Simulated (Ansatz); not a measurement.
Relaxed-ion elastic tensor of Bi2Pt in space group Pa-3 (No. 205; Bi on 8c, Pt on 4a) in GPa (Voigt order), PBEsol (plane waves, PAW; program Ansatz); density 13.41 g/cm³, 25.30 Å³ per atom.

```
 154  65.8  65.8   0.0   0.0   0.0
65.8   154  65.8   0.0   0.0   0.0
65.8  65.8   154   0.0   0.0   0.0
 0.0   0.0   0.0  23.4   0.0   0.0
 0.0   0.0   0.0   0.0  23.4   0.0
 0.0   0.0   0.0   0.0   0.0  23.4
```

Task: Is the crystal mechanically stable?

Result: Yes: the smallest eigenvalue of C is 23.4 GPa.

Task: Work out the Voigt, Reuss and Hill averages.

Result: K_V = 95.3, K_R = 95.3, K_H = 95.3; G_V = 31.7, G_R = 28.8, G_H = 30.3 GPa.

Task: Give Young's modulus, Poisson's ratio, Pugh's ratio and the universal anisotropy index.

Result: E = 9KG/(3K + G) = 82.1 GPa; ν = 0.36; K/G = 3.15 (ductile by the Pugh limit of 1.75); A_U = 5G_V/G_R + K_V/K_R − 6 = 0.50.

Task: Estimate the sound speeds and the Debye temperature.

Result: v_l = √((K + 4G/3)/ρ) = 3180 m/s, v_t = √(G/ρ) = 1500 m/s, mean 1690 m/s; Θ = (h/k)(3n/4πV)^(1/3) v_m = 171 K.

Task: Give the Zener ratio and Young's modulus along [100], [110] and [111].

Result: A = 2C44/(C11 − C12) = 0.53; 1/E = S11 − 2(S11 − S12 − S44/2)Γ with Γ = 0, 1/4, 1/3 gives 115, 72.8, 64.9 GPa.

Task: Solve the Christoffel equation for the three sound speeds along [100], [110], [111].

Result: Eigenvalues of C_ijkl n_j n_l equal ρv². In km/s, slowest first: [100] 1.32, 1.32, 3.39; [110] 1.32, 1.82, 3.15; [111] 1.67, 1.67, 3.07.

The workflow started from a Materials Project entry (that database holds measured and hypothetical structures alike); the Crystallography Open Database files this formula in space group No. 205, but the cells were not matched. Whether it is the stable phase at ambient conditions was not checked. Symmetry was held in the PBEsol relaxation; its stability against distortions is not shown here. The run is not spin-polarised. As this level gives no gap, shear constants depend on the k-mesh and smearing (Fermi–Dirac, 0.1 eV here). Spin–orbit coupling is left out wherever it is not named.

Potentials: the later of the program's two PAW sets.
